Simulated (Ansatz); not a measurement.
MgSnSe2 (P-3m1), relaxed with PBE+D3(BJ) (Ansatz, an electronic-structure program, plane waves, PAW): a = b = 4.000 Å, c = 6.880 Å, α = β = 90.00°, γ = 120.00°.

| Quantity | Result |
|---|---|
| gap (eV) | 0.20 |
| ΔH_f (eV/atom) | -0.79 |
| electron conductivity mass (mₑ) | 0.25 |

Q: The same phase is relaxed and computed with r²SCAN+D4 in the same code. What are the cell and these values now?

A: a = b = 4.0119 Å, c = 6.9164 Å, α = β = 90.00°, γ = 120.00°.

- gap (eV): 0.42
- ΔH_f (eV/atom): -0.86
- electron conductivity mass (mₑ): 0.26

Constructed cells (a structure type filled with these elements, in neither database checked): MgSnSe2, P-3m1 (Se on 2d, Sn on 1a, Mg on 1b). All cells were relaxed under the symmetry of their starts (and spin orders); stability against distortions was not tested throughout. Spin–orbit coupling is left out wherever it is not named.

Potentials: the later of the program's two PAW sets.

Ansatz is a plane-wave DFT program.

Formation energies count from the lowest solids of the elements computed at the same level, not from gases.
